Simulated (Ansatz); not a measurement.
# CdO (rock salt), energy over volume and axial ratio

CdO (rock salt)

```cif
data_Cd4O4
_chemical_formula_sum 'O4 Cd4'
_space_group_name_H-M_alt 'Fm-3m'
_space_group_IT_number 225
_space_group_name_Hall '-F 4 2 3'
_cell_length_a 4.76769
_cell_length_b 4.76769
_cell_length_c 4.76769
_cell_angle_alpha 90.000
_cell_angle_beta 90.000
_cell_angle_gamma 90.000
loop_
_atom_site_label
_atom_site_type_symbol
_atom_site_symmetry_multiplicity
_atom_site_Wyckoff_symbol
_atom_site_fract_x
_atom_site_fract_y
_atom_site_fract_z
_atom_site_occupancy
O1 O 4 a 0.00000 0.00000 0.00000 1
Cd1 Cd 4 b 0.50000 0.50000 0.50000 1
```
(The calculation used a cell of 2 atoms; values per cell refer to that cell.)

Two coordinates are scanned: the volume, and the ratio of the stretch along z (the conventional c axis) to the stretch across it. Atoms keep their fractional coordinates.

Method: PBE (plane waves to 420 eV, PAW, scalar-relativistic; Ansatz, an electronic-structure program). k mesh 12×12×12 (Γ-centred), Fermi-Dirac smearing 0.05 eV. Energies are smeared free energies. Stress and pressure are positive under compression. With partly filled bands, the response to shear is sensitive to the k mesh, so small differences along c/a are uncertain. CdO was relaxed with its symmetry unable to fall. ΔE is measured from the relaxed starting cell.

ΔE (meV/atom), with V/V₀ across and (c/a)/(c/a)₀ down:

```csv
(c/a)/(c/a)₀ \ V/V₀,0.960,0.973,0.987,1.000,1.013,1.027,1.040
0.920,32,24,20,17,16,17,20
0.947,19,13,9,7,7,9,13
0.973,11,6,3,2,2,5,9
1.000,9,4,1,0,1,4,8
1.027,11,6,3,2,2,5,9
1.053,17,11,8,6,6,8,12
1.080,27,20,16,13,13,14,17
```

σxx (GPa), with V/V₀ across and (c/a)/(c/a)₀ down:

```csv
(c/a)/(c/a)₀ \ V/V₀,0.960,0.973,0.987,1.000,1.013,1.027,1.040
0.920,3.9,2.1,0.5,-1.0,-2.5,-3.8,-5.0
0.947,4.2,2.4,0.6,-0.9,-2.4,-3.8,-5.0
0.973,4.8,2.9,1.1,-0.6,-2.1,-3.6,-4.9
1.000,5.7,3.6,1.7,0.0,-1.6,-3.1,-4.5
1.027,6.8,4.7,2.7,0.8,-0.9,-2.4,-3.9
1.053,8.2,6.0,3.9,1.9,0.1,-1.5,-3.1
1.080,9.9,7.5,5.3,3.3,1.4,-0.4,-2.0
```

Read from the data:

Shear modulus C′ = (C11 − C12)/2 (fit, atoms clamped): 40 GPa
Lowest place on the grid: V/V₀ = 1.000, (c/a)/(c/a)₀ = 1.000 (0 meV/atom)
Highest place on the grid: V/V₀ = 0.960, (c/a)/(c/a)₀ = 0.920 (32 meV/atom)

(A scan under strain: stresses follow from slopes of the energy per volume, elastic moduli from its curvatures.)
